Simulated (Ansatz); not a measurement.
# Si3N4: field gradients at two levels of theory

Cell: a COD entry, its atoms then relaxed with PBE in this cell.

```cif
data_Si3N4
_symmetry_space_group_name_H-M 'P6_3/m'
_symmetry_Int_Tables_number 176
_cell_length_a 7.6170
_cell_length_b 7.6170
_cell_length_c 2.9134
_cell_angle_alpha 90.000
_cell_angle_beta 90.000
_cell_angle_gamma 120.000
loop_
_atom_site_label
_atom_site_type_symbol
_atom_site_symmetry_multiplicity
_atom_site_Wyckoff_symbol
_atom_site_fract_x
_atom_site_fract_y
_atom_site_fract_z
Si Si 6 h 0.1740 0.7679 0.2500
N7 N 2 c 0.3333 0.6667 0.2500
N9 N 6 h 0.3298 0.0300 0.2500
```

One atom of each set is listed.

First run. Level of theory: DFT, PBE, plane waves and PAW, scalar-relativistic, 420 eV cutoff, Γ-centred 4×4×9 k-points, Fermi–Dirac smearing 0.02 eV (Ansatz 0.2.0).

```tsv
site	V_zz (10²¹ V/m²)	η
Si	0.98	0.42
N7	-4.94	0.00
N9	-5.00	0.08
```

Second run. The same atoms and settings, except that the functional is PBEsol.

Problem. Given the first result, estimate the second.

Solution. 

```tsv
site	V_zz	η	change of V_zz
Si	0.97	0.42	-0.01
N7	-4.72	0.00	+0.22
N9	-4.80	0.08	+0.20
```

The largest change of V_zz is on N7, from -4.94 to -4.72. In per cent, |V_zz| changes by -1 on Si, -4 on N (all sites that start above 0.5).
